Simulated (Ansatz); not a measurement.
**Structure relaxation, TiSi$_{2}$**

The start is a generated cell, TiSi2 placed in the Al2Cu structure type. The structure is fully relaxed (lattice and positions, P = 0) with PBEsol (plane waves to 420 eV, PAW, scalar-relativistic; Ansatz, a program for electronic structure). The first steps use a coarse 6×6×6 k-mesh.

Starting cell:
```
CELL_PARAMETERS angstrom
     -3.42530     3.42530     2.75612
      3.42530    -3.42530     2.75612
      3.42530     3.42530    -2.75612
ATOMIC_POSITIONS crystal
  Si 0.65800 0.15800 0.81600
  Si 0.84200 0.65800 0.50000
  Si 0.15800 0.34200 0.50000
  Si 0.34200 0.84200 0.18400
  Ti 0.25000 0.25000 0.00000
  Ti 0.75000 0.75000 0.00000
```

**Question.** What pressure does the first self-consistent step give?

**Answer.** -20 GPa (negative: the cell is under tension).

**Question.** Which atoms feel the largest initial force, and how large is it?

**Answer.** About 0.4 eV/Å, on Si1, Si2, Si3, Si4 (atoms numbered as listed).

**Question.** Does the structure survive the relaxation? Give the final space group.

**Answer.** The space group goes from I4/mcm (No. 140) to P4/mmm (No. 123), with 3 atoms in the primitive cell.

**Question.** How does the volume per atom move from start to end?

**Answer.** -22.2 %, from 21.56 to 16.76 Å³/atom.

**Question.** How do the shortest distances between atoms change?

**Answer.** The closest pairs of elements (up to four, under 3.6 Å), start → end: Si–Ti 2.93 → 2.55 Å; Si–Si 3.06 → 2.67 Å; Ti–Ti 2.76 → 2.67 Å.

**Question.** What band gap does the relaxed structure have at this level?

**Answer.** No gap (metallic).

**Question.** Give the final cell and atomic positions.

**Answer.** 
```cif
data_Si2Ti
_chemical_formula_sum 'Si2 Ti1'
_space_group_name_H-M_alt 'P4/mmm'
_space_group_IT_number 123
_space_group_name_Hall '-P 4 2'
_cell_length_a 4.34070
_cell_length_b 4.34070
_cell_length_c 2.66894
_cell_angle_alpha 90.000
_cell_angle_beta 90.000
_cell_angle_gamma 90.000
loop_
_atom_site_label
_atom_site_type_symbol
_atom_site_symmetry_multiplicity
_atom_site_Wyckoff_symbol
_atom_site_fract_x
_atom_site_fract_y
_atom_site_fract_z
_atom_site_occupancy
Si1 Si 2 f 0.00000 0.50000 0.00000 1
Ti1 Ti 1 b 0.00000 0.00000 0.50000 1
```

Final values are on a 11×11×17 k-mesh of the relaxed cell. No spin polarisation in the result.

The run could not lose the symmetry of its start: the end is stationary, and may be a saddle point rather than a minimum.

The relaxed structure here is a generated cell of TiSi2: the first start was made by placing the elements on the sites of a structure type, and the end was not matched to a known phase here, so it may be hypothetical. Known forms of TiSi2 include space group No. 63, 70.
